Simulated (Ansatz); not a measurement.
Consider the following.

MnO:
```cif
data_Mn4O4
_chemical_formula_sum 'Mn4 O4'
_space_group_name_H-M_alt 'P 1'
_space_group_IT_number 1
_cell_length_a 3.15917
_cell_length_b 4.41915
_cell_length_c 6.22515
_cell_angle_alpha 90.000
_cell_angle_beta 90.000
_cell_angle_gamma 90.000
loop_
_space_group_symop_operation_xyz
  'x, y, z'
loop_
_atom_site_label
_atom_site_type_symbol
_atom_site_fract_x
_atom_site_fract_y
_atom_site_fract_z
_atom_site_occupancy
Mn1 Mn 0.00000 0.50000 0.63246 1
Mn2 Mn 0.50000 0.00000 0.36754 1
Mn3 Mn 0.00000 0.50000 0.13246 1
Mn4 Mn 0.50000 0.00000 0.86754 1
O1 O 0.50000 0.50000 0.87960 1
O2 O 0.00000 0.00000 0.12040 1
O3 O 0.00000 0.00000 0.62040 1
O4 O 0.50000 0.50000 0.37960 1
```
The run is spin-polarised, in the one order tried: antiferromagnetic.

This is the HSE06-relaxed structure.

Task: All from plane-wave PAW HSE06 (Ansatz code), unless another level is named. Predict the Bader charges.

Result: Mn +1.49, O -1.49 e.

Task: Give the net moment.

Result: 0.00 μB per atom.

Space group Pmmn. The workflow started from a Materials Project entry (that database holds measured and hypothetical structures alike); the Crystallography Open Database copy checked does not list it. It is not the phase usual at ambient conditions (space group No. 225). The cell was relaxed with HSE06 under the symmetry of its start, as lowered by the spin order; its stability against distortions is not shown here. Magnetic state: antiferromagnetic, the only order run, not a proven ground state. Other orbital occupations within this spin state were not tried.

Potentials: the later of the program's two PAW sets.
